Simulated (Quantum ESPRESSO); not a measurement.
Sn4Mg2TiRu, one run as intended and one with a planted mistake

Computed values, not a measurement. The program is pw.x of Quantum ESPRESSO 7.5 (plane-wave density functional theory). The cell is made up: eight metal atoms on a hexagonal close-packed lattice, with elements, volume, strain and displacements drawn at random and not relaxed, so it may be unstable or far from any real phase. PseudoDojo standard norm-conserving files set the functional (PBE unless stated); there is no spin polarisation or spin-orbit coupling, the Fermi-Dirac width of 0.25 eV means electrons at about 2900 K, and the masses in the input are unused placeholders. The tin pseudopotential is less sure than most, with forces differing by about three percent from a second method on plain tin. A spin test at this wide smearing found no moment, but such smearing suppresses magnetism that the real alloy may have.

Intended input:

```
&control calculation='scf', pseudo_dir='./dojo.nc.sr.pbe.v0_5.standard.upf', outdir='./o', disk_io='minimal', tprnfor=.true., tstress=.true. /
&system ibrav=0, nat=8, ntyp=4, nbnd=62, ecutwfc=84.00895049, nosym=.true., tot_charge=0,
 occupations='smearing', smearing='fd', degauss=0.0183746611
/
&electrons conv_thr=1.470e-08, electron_maxstep=70, mixing_beta=0.5 /
ATOMIC_SPECIES
Mg 1.0 Mg.upf
Ru 1.0 Ru.upf
Sn 1.0 Sn.upf
Ti 1.0 Ti.upf
CELL_PARAMETERS angstrom
2.9747 0.01 4.8377
3.1027 -0.0154 -4.9162
-3.0433 5.3676 0.0528
ATOMIC_POSITIONS angstrom
Sn 0.002 -0.15 0.2885
Mg -1.7108 2.6601 -0.0591
Ti 3.1657 1.668 -2.5545
Sn 1.5584 4.5174 -2.4547
Ru 3.1555 -0.0735 -0.1872
Sn 1.6958 2.5613 -0.1533
Sn 3.0063 1.7378 2.4815
Mg 1.2402 4.2579 2.3932
K_POINTS automatic
5 5 5 1 1 1
```

The log is shortened where brackets say so; the opening notice, blank lines, dates and the lines on written files are dropped, and the path of the files is cut. It prints rydbergs, bohrs and kilobars, and counts compression as positive stress. Its total energy is the free energy E - TS of the whole cell.

Log of the intended run:

```
     Program PWSCF v.7.5
     Parallel version (MPI & OpenMP), running on       4 processor cores
     Number of MPI processes:                 4
     Threads/MPI process:                     1
     [start-up lines left out]
     bravais-lattice index     =            0
     lattice parameter (alat)  =      10.7320  a.u.
     unit-cell volume          =    1072.8712 (a.u.)^3
     number of atoms/cell      =            8
     number of atomic types    =            4
     number of electrons       =       104.00
     number of Kohn-Sham states=           62
     kinetic-energy cutoff     =      84.0090  Ry
     charge density cutoff     =     336.0358  Ry
     scf convergence threshold =      1.5E-08
     mixing beta               =       0.5000
     number of iterations used =            8  plain     mixing
     Exchange-correlation= PBE
                           (   1   4   3   4   0   0   0)
     [axes and pseudopotential details left out]
   Cartesian axes
     site n.     atom                  positions (alat units)
         1        Sn     tau(   1) = (   0.0003522  -0.0264126   0.0508002  )
         2        Mg     tau(   2) = (  -0.3012444   0.4684009  -0.0104066  )
         3        Ti     tau(   3) = (   0.5574290   0.2937080  -0.4498065  )
         4        Sn     tau(   4) = (   0.2744092   0.7954417  -0.4322333  )
         5        Ru     tau(   5) = (   0.5556329  -0.0129422  -0.0329629  )
         6        Sn     tau(   6) = (   0.2986032   0.4510038  -0.0269937  )
         7        Sn     tau(   7) = (   0.5293612   0.3059987   0.4369523  )
         8        Mg     tau(   8) = (   0.2183793   0.7497479   0.4214041  )
     number of k points=    63  Fermi-Dirac smearing, width (Ry)=  0.0184
                       cart. coord. in units 2pi/alat
        k(    1) = (   0.1871056   0.2118691   0.0019037), wk =   0.0320000
        k(    2) = (   0.1872866   0.4235842   0.0013547), wk =   0.0320000
     [further k points left out]
     Dense  grid:   111579 G-vectors     FFT dimensions: (  64,  72,  72)
     Estimated max dynamical RAM per process >     389.64 MB
     Estimated total dynamical RAM >       1.44 GB
     Initial potential from superposition of free atoms
     starting charge     103.9899, renormalised to     104.0000
     Starting wfcs are   66 randomized atomic wfcs
     total cpu time spent up to now is       13.4 secs
     per-process dynamical memory:   311.4 Mb
     Self-consistent Calculation
     iteration #  1     ecut=    84.01 Ry     beta= 0.50
     Davidson diagonalization with overlap
     ethr =  1.00E-02,  avg # of iterations =  4.1
     total cpu time spent up to now is       46.7 secs
     total energy              =   -1188.17993685 Ry
     estimated scf accuracy    <       1.05133929 Ry
     iteration #  2     ecut=    84.01 Ry     beta= 0.50
     Davidson diagonalization with overlap
     ethr =  1.01E-03,  avg # of iterations =  7.0
     total cpu time spent up to now is       89.3 secs
     total energy              =   -1188.50926844 Ry
     estimated scf accuracy    <       6.87574313 Ry
     [iterations 3 to 12 left out]
     iteration # 13     ecut=    84.01 Ry     beta= 0.50
     Davidson diagonalization with overlap
     ethr =  4.83E-10,  avg # of iterations =  3.3
     total cpu time spent up to now is      464.5 secs
     total energy              =   -1188.83510673 Ry
     estimated scf accuracy    <       0.00000002 Ry
     iteration # 14     ecut=    84.01 Ry     beta= 0.50
     Davidson diagonalization with overlap
     ethr =  1.66E-11,  avg # of iterations =  4.2
     total cpu time spent up to now is      498.5 secs
     End of self-consistent calculation
     [lines on levels left out]
!    total energy              =   -1188.83510673 Ry
     estimated scf accuracy    <          3.1E-09 Ry
     smearing contrib. (-TS)   =      -0.08805652 Ry
     internal energy E=F+TS    =   -1188.74705020 Ry
     The total energy is F=E-TS. E is the sum of the following terms:
     one-electron contribution =    -430.12735447 Ry
     hartree contribution      =     268.52917088 Ry
     xc contribution           =    -260.24266439 Ry
     ewald contribution        =    -766.90620222 Ry
     convergence has been achieved in  14 iterations
     Forces acting on atoms (cartesian axes, Ry/au):
     atom    1 type  3   force =    -0.02972411    0.04196127   -0.06707960
     atom    2 type  1   force =     0.06191282   -0.01492516    0.01623020
     atom    3 type  4   force =    -0.03559101   -0.00295935    0.01861770
     atom    4 type  3   force =     0.01549074   -0.02045054    0.03397879
     atom    5 type  2   force =     0.00668654    0.00061159   -0.00516493
     atom    6 type  3   force =    -0.05099167   -0.02246360    0.03199665
     atom    7 type  3   force =     0.00307143   -0.01451890   -0.03602546
     atom    8 type  1   force =     0.02914526    0.03274471    0.00744664
     Total force =     0.150312     Total SCF correction =     0.000078
     Computing stress (Cartesian axis) and pressure
          total   stress  (Ry/bohr**3)                   (kbar)     P=       73.35
   0.00033424   0.00018823   0.00037562           49.17       27.69       55.26
   0.00018823   0.00045697  -0.00011559           27.69       67.22      -17.00
   0.00037562  -0.00011559   0.00070464           55.26      -17.00      103.66
     init_run     :     11.97s CPU     12.29s WALL (       1 calls)
     electrons    :    484.08s CPU    485.03s WALL (       1 calls)
     forces       :      2.62s CPU      2.62s WALL (       1 calls)
     stress       :      7.09s CPU      7.09s WALL (       1 calls)
     [timing details left out]
     PWSCF        :   8m26.91s CPU   8m28.22s WALL
     JOB DONE.
```

A second run has one planted mistake: the files are those of another functional. The input lines that differ:

```
- &control calculation='scf', pseudo_dir='./dojo.nc.sr.pbe.v0_5.standard.upf', outdir='./o', disk_io='minimal', tprnfor=.true., tstress=.true. /
+ &control calculation='scf', pseudo_dir='./dojo.nc.sr.pbesol.v0_4_1.standard.upf', outdir='./o', disk_io='minimal', tprnfor=.true., tstress=.true. /
```

Its log:

```
     Program PWSCF v.7.5
     Parallel version (MPI & OpenMP), running on       4 processor cores
     Number of MPI processes:                 4
     Threads/MPI process:                     1
     [start-up lines left out]
     bravais-lattice index     =            0
     lattice parameter (alat)  =      10.7320  a.u.
     unit-cell volume          =    1072.8712 (a.u.)^3
     number of atoms/cell      =            8
     number of atomic types    =            4
     number of electrons       =       104.00
     number of Kohn-Sham states=           62
     kinetic-energy cutoff     =      84.0090  Ry
     charge density cutoff     =     336.0358  Ry
     scf convergence threshold =      1.5E-08
     mixing beta               =       0.5000
     number of iterations used =            8  plain     mixing
     Exchange-correlation= PBESOL
                           (   1   4  10   8   0   0   0)
     [axes and pseudopotential details left out]
   Cartesian axes
     site n.     atom                  positions (alat units)
         1        Sn     tau(   1) = (   0.0003522  -0.0264126   0.0508002  )
         2        Mg     tau(   2) = (  -0.3012444   0.4684009  -0.0104066  )
         3        Ti     tau(   3) = (   0.5574290   0.2937080  -0.4498065  )
         4        Sn     tau(   4) = (   0.2744092   0.7954417  -0.4322333  )
         5        Ru     tau(   5) = (   0.5556329  -0.0129422  -0.0329629  )
         6        Sn     tau(   6) = (   0.2986032   0.4510038  -0.0269937  )
         7        Sn     tau(   7) = (   0.5293612   0.3059987   0.4369523  )
         8        Mg     tau(   8) = (   0.2183793   0.7497479   0.4214041  )
     number of k points=    63  Fermi-Dirac smearing, width (Ry)=  0.0184
                       cart. coord. in units 2pi/alat
        k(    1) = (   0.1871056   0.2118691   0.0019037), wk =   0.0320000
        k(    2) = (   0.1872866   0.4235842   0.0013547), wk =   0.0320000
     [further k points left out]
     Dense  grid:   111579 G-vectors     FFT dimensions: (  64,  72,  72)
     Estimated max dynamical RAM per process >     389.64 MB
     Estimated total dynamical RAM >       1.44 GB
     Initial potential from superposition of free atoms
     starting charge     103.9907, renormalised to     104.0000
     Starting wfcs are   66 randomized atomic wfcs
     total cpu time spent up to now is        9.4 secs
     per-process dynamical memory:   311.4 Mb
     Self-consistent Calculation
     iteration #  1     ecut=    84.01 Ry     beta= 0.50
     Davidson diagonalization with overlap
     ethr =  1.00E-02,  avg # of iterations =  4.1
     total cpu time spent up to now is       32.7 secs
     total energy              =   -1186.20021731 Ry
     estimated scf accuracy    <       1.05943900 Ry
     iteration #  2     ecut=    84.01 Ry     beta= 0.50
     Davidson diagonalization with overlap
     ethr =  1.02E-03,  avg # of iterations =  7.0
     total cpu time spent up to now is       64.0 secs
     total energy              =   -1186.52133043 Ry
     estimated scf accuracy    <       7.13865431 Ry
     [iterations 3 to 12 left out]
     iteration # 13     ecut=    84.01 Ry     beta= 0.50
     Davidson diagonalization with overlap
     ethr =  1.28E-10,  avg # of iterations =  4.5
     total cpu time spent up to now is      384.7 secs
     total energy              =   -1186.85937738 Ry
     estimated scf accuracy    <       0.00000002 Ry
     iteration # 14     ecut=    84.01 Ry     beta= 0.50
     Davidson diagonalization with overlap
     ethr =  1.64E-11,  avg # of iterations =  2.3
     total cpu time spent up to now is      412.6 secs
     End of self-consistent calculation
     [lines on levels left out]
!    total energy              =   -1186.85937738 Ry
     estimated scf accuracy    <          1.2E-09 Ry
     smearing contrib. (-TS)   =      -0.08816888 Ry
     internal energy E=F+TS    =   -1186.77120850 Ry
     The total energy is F=E-TS. E is the sum of the following terms:
     one-electron contribution =    -430.36598681 Ry
     hartree contribution      =     267.94816944 Ry
     xc contribution           =    -257.44718890 Ry
     ewald contribution        =    -766.90620222 Ry
     convergence has been achieved in  14 iterations
     Forces acting on atoms (cartesian axes, Ry/au):
     atom    1 type  3   force =    -0.02909153    0.04158002   -0.06400597
     atom    2 type  1   force =     0.05992436   -0.01536846    0.01637813
     atom    3 type  4   force =    -0.03394171   -0.00659349    0.01995381
     atom    4 type  3   force =     0.01291870   -0.01681685    0.03444942
     atom    5 type  2   force =     0.00873257    0.00242708   -0.00682576
     atom    6 type  3   force =    -0.04935097   -0.02316180    0.02974692
     atom    7 type  3   force =     0.00227587   -0.01525730   -0.03594273
     atom    8 type  1   force =     0.02853272    0.03319080    0.00624618
     Total force =     0.146519     Total SCF correction =     0.000070
     Computing stress (Cartesian axis) and pressure
          total   stress  (Ry/bohr**3)                   (kbar)     P=       37.38
   0.00009140   0.00019053   0.00036970           13.45       28.03       54.38
   0.00019053   0.00021773  -0.00011569           28.03       32.03      -17.02
   0.00036970  -0.00011569   0.00045318           54.38      -17.02       66.67
     init_run     :      9.01s CPU      9.31s WALL (       1 calls)
     electrons    :    402.49s CPU    403.27s WALL (       1 calls)
     forces       :      1.93s CPU      1.94s WALL (       1 calls)
     stress       :      6.88s CPU      6.88s WALL (       1 calls)
     [timing details left out]
     PWSCF        :   7m 0.42s CPU   7m 1.51s WALL
     JOB DONE.
```

|  | intended run | run with the mistake |
| --- | --- | --- |
| free energy (eV) | -16174.926 | -16148.044 |
| entropy term -TS, part of it (eV) | -1.198 | -1.200 |
| pressure (GPa) | 7.33 | 3.74 |
| size of the largest force component (eV/Å) | 1.725 | 1.646 |
| largest change of a force component (eV/Å) |  | 0.093 |
| iterations | 14 | 14 |

For scale, a rerun of the intended cell at a higher cutoff and on a denser mesh moved values by no more than 0.003 eV in energy, 0.13 GPa in stress and 0.007 eV/Å in force, and a second program with other atomic files agreed on that cell to 2 % rms in force and 0.5 GPa in pressure. Files of another functional or element have another zero of energy, so the energy change says nothing on stability.